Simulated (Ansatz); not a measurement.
BaN (zinc blende, F-43m), plane-wave PAW r²SCAN (Ansatz code), all energies at zero smearing, with the estimated change up to a 700 eV cutoff added, with one set of potentials and settings (totals compare only within such a set). Cell of 2 atoms (1 Ba, 1 N): -6349.111 eV.

```csv
element,reference phase,E (eV/atom)
Ba,"Im-3m, 1 atoms in the cell",-5964.5974
N,"Pa-3, 8 atoms in the cell",-384.8341
```

Formation energy per atom, worked out: (-6349.111 − 1×(-5964.5974) − 1×(-384.8341))/2 = 0.160 eV/atom (15 kJ per mol of atoms), at 0 K, without zero-point energy or fitted corrections.

The start of the workflow was typed in or built on a structure type; neither database checked (COD, Materials Project) lists it. Its standing as an ambient phase is unchecked. The r²SCAN relaxation kept the symmetry of its start; whether a distortion lowers the energy is not shown. Its formation energy is positive at this level, so the cell may be metastable or incomplete. The references are the lowest solids computed at this level, not always the standard phases (solids in place of the gases). Scalar-relativistic: spin–orbit coupling is off unless named, which matters more the heavier the elements.

Potentials: the earlier of the program's two PAW sets. The files were generated under PBE; for other functionals the program regenerates the frozen cores, and for LDA and PBEsol the local potential too.
